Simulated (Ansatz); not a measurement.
Relaxed-ion elastic tensor of MgNi3C (anti-perovskite, space group No. 221) in GPa (Voigt order), PBEsol in the plane-wave PAW code Ansatz; density 6.57 g/cm³, 10.73 Å³ per atom.

```tsv
	1	2	3	4	5	6
1	358	110	110	0.0	0.0	0.0
2	110	358	110	0.0	0.0	0.0
3	110	110	358	0.0	0.0	0.0
4	0.0	0.0	0.0	48.1	0.0	0.0
5	0.0	0.0	0.0	0.0	48.1	0.0
6	0.0	0.0	0.0	0.0	0.0	48.1
```

**Question.** Is the crystal mechanically stable?

**Answer.** Yes: the smallest eigenvalue of C is 48.1 GPa.

**Question.** Work out the Voigt, Reuss and Hill averages.

**Answer.** K_V = 193, K_R = 193, K_H = 193; G_V = 78.5, G_R = 63.7, G_H = 71.1 GPa.

**Question.** Give Young's modulus, Poisson's ratio, Pugh's ratio and the universal anisotropy index.

**Answer.** E = 9KG/(3K + G) = 190 GPa; ν = 0.34; K/G = 2.71 (ductile by the Pugh limit of 1.75); A_U = 5G_V/G_R + K_V/K_R − 6 = 1.16.

**Question.** Estimate the sound speeds and the Debye temperature.

**Answer.** v_l = √((K + 4G/3)/ρ) = 6620 m/s, v_t = √(G/ρ) = 3290 m/s, mean 3690 m/s; Θ = (h/k)(3n/4πV)^(1/3) v_m = 498 K.

**Question.** Give the Zener ratio and Young's modulus along [100], [110] and [111].

**Answer.** A = 2C44/(C11 − C12) = 0.39; 1/E = S11 − 2(S11 − S12 − S44/2)Γ with Γ = 0, 1/4, 1/3 gives 307, 155, 133 GPa.

**Question.** Solve the Christoffel equation for the three sound speeds along [100], [110], [111].

**Answer.** Eigenvalues of C_ijkl n_j n_l equal ρv². In km/s, slowest first: [100] 2.71, 2.71, 7.38; [110] 2.71, 4.35, 6.56; [111] 3.88, 3.88, 6.25.

Space group Pm-3m (anti-perovskite). The workflow started from a Materials Project entry (that database holds measured and hypothetical structures alike); the Crystallography Open Database files this formula in space group No. 221, but the cells were not matched. Its standing as an ambient phase is unchecked. Symmetry was held in the PBEsol relaxation; of distortions, only those at the zone centre were tested. The workflow began spin-polarised and lost its moments. As this level gives no gap, shear constants depend on the k-mesh and smearing (Fermi–Dirac, 0.1 eV here).

Potentials: the later of the program's two PAW sets.
